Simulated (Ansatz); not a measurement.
Suppose YbBe5 takes space group P4/mmm (No. 123), with Yb on 1a; Be on 4o and 1b.

Computed with DFT PBE, scalar-relativistic, plane waves, PAW (Ansatz 0.2.0). Cutoff 420 eV, Γ-centred mesh, Gaussian smearing, no spin polarisation.

The zero of energy is the elements' standard structures at the same level; no fitted shifts are applied.

Question: Which cell and coordinates does it relax to?

Answer:

Space group P4/mmm (No. 123). a = 4.490 Å, b = 4.490 Å, c = 5.181 Å, α = 90.00°, β = 90.00°, γ = 90.00°
```json
{"atom": "Yb", "site": "1a", "symmetry": "4/mmm", "x": "0.0000", "y": "0.0000", "z": "0.0000"}
{"atom": "Be", "site": "4o", "symmetry": "m2m.", "x": "0.2014", "y": "0.5000", "z": "0.5000"}
{"atom": "Be", "site": "1b", "symmetry": "4/mmm", "x": "0.0000", "y": "0.0000", "z": "0.5000"}
```

Yb is surrounded by 2 Be at 2.59 Å; Be on a site of symmetry m2m is surrounded by 3 Be at 1.81–1.90 Å and 2 Be at 2.42 Å; Be on a site of symmetry 4/mmm is surrounded by 8 Be at 2.42 Å and 2 Yb at 2.59 Å. Another local minimum with the same sites may exist.

Question: Where does its energy lie, and is it a metal?

Answer: The energy over the elements is +0.83 eV/atom. The gap on the 8×8×8 mesh of the 6-atom cell is 0 eV (a metal). The separate elements lie lower, so it is unstable against them.

The last run used Gaussian smearing of 0.10 eV. The 4f shell of Yb is treated without a Hubbard U. Trial moments died out on the coarse mesh, so the last step has no spin; another magnetic start might hold. Symmetry constrained the relaxation, so the result can be a saddle point.
